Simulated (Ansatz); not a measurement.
**Relaxing an invented Se structure**

All numbers below come from DFT PBE, scalar-relativistic, plane waves, PAW in Ansatz 0.2.0. Cutoff 420 eV, Gaussian smearing, Γ-centred meshes. In-plane cell and atoms relax first on a coarse mesh and then on a finer one. In metals the finer mesh still leaves noise of several meV/atom or more. The steps can't lower the symmetry of their start. No spin polarisation.

The guess for Se was made by a generator: random sheet by layer group and Wyckoff sites. Its size is a rough estimate.

Only a and b repeat, and vacuum parts the sheet from its images along c.

```
Se
1.0
     3.34519    0.00000    0.00000
    -0.76353    3.25688    0.00000
     0.00000    0.00000   14.00000
Se
1
Direct
  0.00000 0.00000 0.50000
```

Energies count from the standard state of Se at the same level.

**Question.** Describe the relaxed structure.

**Answer.** The symmetry goes from cmmm (No. 47) to p4/mmm (No. 61). The area per atom shrinks by 36.4 %, from 10.9 to 6.9 Å². The shortest distance goes from 3.35 Å (Se–Se) to 2.63 Å (Se–Se). The energy falls by about 1.3 eV/atom (the start's value is from the coarse mesh). The program sets the height of the box itself, so the height of the cell differs between start and end. In-plane cell: a = 2.633 Å, b = 2.633 Å, γ = 90.0°, thickness 0.00 Å between the outermost nuclei. Se at height 0.00 Å has 4 Se at 2.63 Å.

```xyz
1
Lattice="2.6155 0.3027 0.0000 -0.3023 2.6155 0.0000 0.0000 0.0000 23.8000" Properties=species:S:1:pos:R:3 pbc="T T F"
Se    0.0000    0.0000    7.0000
```

**Question.** How does it come out in energy, and is it a metal?

**Answer.** The energy over the standard state is +0.21 eV/atom and the gap on the 20×20×1 mesh of the 1-atom cell is 0 eV (a metal).

So it is a metastable form at best.

The last run used Gaussian smearing of 0.10 eV. The reference form of Se is held partly by dispersion forces, which this level lacks. A structure relaxed within its symmetry needn't be a true minimum. In all, the 3 runs took 96 s on 1 thread of Arm Neoverse V2 (shared host).
